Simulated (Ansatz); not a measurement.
Each is relaxed and computed with r²SCAN in the plane-wave PAW code Ansatz. Which is the only one with a gap?
(A) ZrTiB4, Pmmm (Ti on 1a, B on 2t, B on 2r, Zr on 1d)
(B) TiSi2, Cmcm (Ti on 4c, Si on 4c, Si on 4c)
(C) Ti3IrC2, P6_3/mmc (Ti on 4f, Ti on 2a, Ir on 2b, C on 4f)
(D) BaTiNOF, Pmmm (Pearson symbol oP5)

D, BaTiNOF, Pmmm (Pearson symbol oP5). BaTiNOF: gap 0.39 eV (direct); ZrTiB4: metal; Ti3IrC2: metal; TiSi2: metal. Typed or built starts, not in the databases checked: BaTiNOF, Pmmm (Pearson symbol oP5); ZrTiB4, Pmmm (Ti on 1a, B on 2t, B on 2r, Zr on 1d); Ti3IrC2, P6_3/mmc (Ti on 4f, Ti on 2a, Ir on 2b, C on 4f). Began spin-polarised and lost the moments: BaTiNOF, Pmmm (Pearson symbol oP5). All cells were relaxed under the symmetry of their starts (and spin orders); stability against distortions was not tested throughout. Named crystals with no word on spin ran without spin polarisation. Spin–orbit coupling is left out wherever it is not named.

Potentials: the earlier of the program's two PAW sets. The files were generated under PBE; for other functionals the program regenerates the frozen cores, and for LDA and PBEsol the local potential too.
